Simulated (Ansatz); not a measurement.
Relaxed Si (diamond):

```xyz
2
Lattice="0.0000 2.7168 2.7168 2.7168 0.0000 2.7168 2.7168 2.7168 0.0000" Properties=species:S:1:pos:R:3 pbc="T T T"
Si     0.0000     0.0000     0.0000
Si     1.3584     1.3584     1.3584
```

Two-dimensional scan of atom 1 (Si, nearest neighbour Si at 2.353 Å; its periodic images, 3.8 Å or more away, move with it): u runs along (1.000, 0.000, 0.000), v along (0.000, 0.000, 1.000) (Cartesian). Cell and other atoms are fixed.

Computed with PBEsol (plane waves to 420 eV, PAW, scalar-relativistic; Ansatz, a quantum-chemistry and plane-wave program). k mesh 9×9×9 (Γ-centred), Fermi-Dirac smearing 0.05 eV. As the smearing reaches across the gap at some points, energies and forces of such displacements shift with the k mesh and the smearing. Fu and Fv are the components of the force on the atom. Si was relaxed with its symmetry unable to fall. 

Problem. What Fu (eV/Å) does the calculation give at all points of the grid u = -0.590, -0.393, -0.197, 0.000, 0.197, 0.393, 0.590 by v = -0.590, -0.393, -0.197, 0.000, 0.197, 0.393, 0.590?

Solution. Fu (eV/Å), with u across and v down:

```tsv
v \ u	-0.590	-0.393	-0.197	0.000	0.197	0.393	0.590
-0.590	8.34	6.27	3.28	0.00	-3.28	-6.27	-8.34
-0.393	6.55	5.11	2.77	0.00	-2.77	-5.11	-6.55
-0.197	5.52	4.47	2.52	0.00	-2.52	-4.47	-5.52
0.000	5.14	4.31	2.44	0.00	-2.44	-4.31	-5.14
0.197	5.52	4.47	2.52	0.00	-2.52	-4.47	-5.52
0.393	6.55	5.11	2.77	0.00	-2.77	-5.11	-6.55
0.590	8.34	6.27	3.28	0.00	-3.28	-6.27	-8.34
```

(A displaced cell: forces are minus the slopes of the energy, force constants its curvatures, and phonons follow from these.)
